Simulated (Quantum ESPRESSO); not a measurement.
# Planted mistakes on one cell of Si3O4FN

These are calculations, not measurements. They come from pw.x of Quantum ESPRESSO 7.5, a plane-wave density functional program, with PseudoDojo standard norm-conserving files (v0.5 for PBE, v0.4.1 for LDA and PBEsol). The cells are made up: elements, strain and atom displacements were drawn at random, and nothing was relaxed. There is no spin polarisation, spin-orbit coupling or dispersion term.

The cell has 9 sites of a quartz lattice. Sites 1 to 3 hold Si Si Si; sites 4 to 9 hold O O O F O N. Cell vectors in Å: (5.138, 0.000, 0.000); (-2.569, 4.450, 0.000); (0.000, 0.000, 5.640). Settings: PBE, cutoff 1143 eV, 5 x 5 x 4 k mesh shifted by half a step, Fermi-Dirac smearing of 0.025 eV.

The intended run has a self-consistency threshold of 1e-07 eV, a smearing term of 0.000 eV, a pressure of -8.76 GPa and 12 iterations. Each further run changes one thing: all lengths scaled by 0.9885; atoms of sites 4 and 9 exchanged; cutoff 811 eV; files of PBEsol; k mesh 2 x 2 x 2; one electron added; smearing 0.81 eV; threshold 0.2 eV. A coarse mesh keeps the shift, and a charged cell sits in a uniform background.

| run | change of free energy (eV) | smearing term -TS (eV) | change of P (GPa) | largest change of a force component (eV/Å) | iterations |
| --- | --- | --- | --- | --- | --- |
| A | 9.011 | 0.000 | -2.57 | 0.119 | 12 |
| B | 6.821 | -0.003 | 20.50 | 1.151 | 12 |
| C | 0.037 | 0.000 | 0.94 | 0.174 | 5 |
| D | 0.775 | 0.000 | -7.06 | 0.016 | 12 |
| E | -0.119 | 0.000 | -0.03 | 3.255 | 13 |
| F | -0.179 | 0.000 | 4.58 | 0.380 | 12 |
| G | -0.008 | 0.000 | 0.03 | 0.028 | 12 |
| H | -0.586 | -1.796 | 3.18 | 1.047 | 12 |

A rerun of the intended cell at 1437 eV and k mesh 7 x 7 x 6 moved values by no more than 0.002 eV in the cell's energy, 0.02 GPa in stress and 0.002 eV/Å in force.

Question: which change belongs to which run?

## Worked reading

Run C has the fewest iterations, as a run stopped early does. Run H has the largest smearing term, as wide smearing gives. Run D has a higher energy and the largest fall in pressure, as too small a basis gives. Run F changes the volume by a factor of 0.9659; minus its pressure change over the logarithm of that factor, 132 GPa, is a rough bulk modulus with clamped atoms. Energies from files of another functional, or of a charged cell, have another zero and say nothing on stability; the pressure of a charged cell rests on the program's zero of potential too.

## Key

```
run,change
A,files of PBEsol
B,one electron added
C,threshold 0.2 eV
D,cutoff 811 eV
E,atoms of sites 4 and 9 exchanged
F,all lengths scaled by 0.9885
G,k mesh 2 x 2 x 2
H,smearing 0.81 eV
```